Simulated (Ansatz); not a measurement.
Calculated 99Ru nuclear quadrupole resonance for Y₁₀Al₃Ru

Cell: a measured structure from the Crystallography Open Database (COD), its atoms then relaxed with PBE in this cell.

```cif
data_Y10Al3Ru
_symmetry_space_group_name_H-M 'P6_3/mmc'
_symmetry_Int_Tables_number 194
_cell_length_a 9.5888
_cell_length_b 9.5888
_cell_length_c 9.5942
_cell_angle_alpha 90.000
_cell_angle_beta 90.000
_cell_angle_gamma 120.000
loop_
_atom_site_label
_atom_site_type_symbol
_atom_site_symmetry_multiplicity
_atom_site_Wyckoff_symbol
_atom_site_fract_x
_atom_site_fract_y
_atom_site_fract_z
Y1 Y 12 k 0.2075 0.4149 0.0595
Y13 Y 6 h 0.5405 0.0810 0.2500
Y19 Y 2 a 0.0000 0.0000 0.0000
Al Al 6 h 0.2257 0.1128 0.2500
Ru Ru 2 c 0.3333 0.6667 0.2500
```

One atom of each set is listed.

The numbers come from a DFT calculation in Ansatz (PBE, plane waves and PAW, scalar-relativistic, 420 eV cutoff, Γ-centred 4×4×4 k-points, Fermi–Dirac smearing 0.05 eV).

99Ru: I = 5/2, Q = 79.00 mb (year-2017 value). Static lattice, zero field.

Problem. Predict the zero-field 99Ru lines of each site.

Solution. For I = 5/2 and η = 0 the lines are 3|C_Q|/20 and twice that; η pulls their ratio below 2.

| site | atoms | V_zz (10²¹ V/m²) | C_Q (MHz) | η | line frequencies (MHz) |
| --- | --- | --- | --- | --- | --- |
| Ru | 2 | 7.94 | 15.2 | 0.00 | 2.28, 4.55 |

Problem. And for 101Ru (I = 5/2, Q = 457.0 mb) on Ru?

Solution. C_Q scales with Q to 87.8 MHz, with lines at 13.2, 26.3 MHz.

An axis of threefold or higher order runs through Ru, so V_zz lies along it and η is zero.

The run finds no gap above 0.1 eV (a metal, or nearly one), so the gradients can move by 10 % or more with the k-mesh. Without spin–orbit coupling (the program notes it for Ru and Y) the gradients can shift somewhat, as the gap is small. With these PAW files V_zz is typically within 2 to 3 % of all-electron values, but misses above 10 % occur on Ru.
